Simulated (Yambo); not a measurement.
A free-standing PbI₂ monolayer (symmetry P-3m1, slab cell 16.7 Å high), G0W0@PBEsol in Yambo with this input:

```
rim_cut
gw0
dyson
el_el_corr
HF_and_locXC
ppa
em1d
rim_w
RandQpts= 1000000
RandGvec= 2 Ry
CUTGeo= "slab z"
EXXRLvcs= 70 Ry
VXCRLvcs= 280 Ry
Chimod= "HARTREE"
% BndsRnXp
 1 | 224 |
%
NGsBlkXp= 5 Ry
% LongDrXp
 1.0 | 1.0 | 0.0 |
%
RandGvecW= 679 mRy
PPAPntXp= 27.2114 eV
% GbndRnge
 1 | 224 |
%
GTermKind= "BG"
DysSolver= "n"
ExtendOut
```

On a 6×6×1 mesh, with wavefunctions cut at 70 Ry, the gap ((0, 0.167) → Γ) is 2.939 eV and the valence edge shifts by -0.735 eV.

Task: What happens with this change: pole fitted at 15 eV?

Result: The gap falls by 0.034 eV, to 2.905 eV; the shift of the valence edge becomes -0.680 eV. Neither run is shown to be the converged limit.

The standard potential for Pb keeps a d shell in the valence without the s and p states of that shell. In tests on such compounds this moved G0W0 gaps by up to about 0.9 eV, so absolute quasiparticle energies here are unreliable; differences between settings are what counts.

Spin-orbit coupling is included.

Geometry relaxed with PBEsol; primitive cell a = b = 4.5407 Å, c = 16.7000 Å, α = β = 90.00°, γ = 120.00°.

A shift is the quasiparticle energy of the state minus its PBEsol energy.
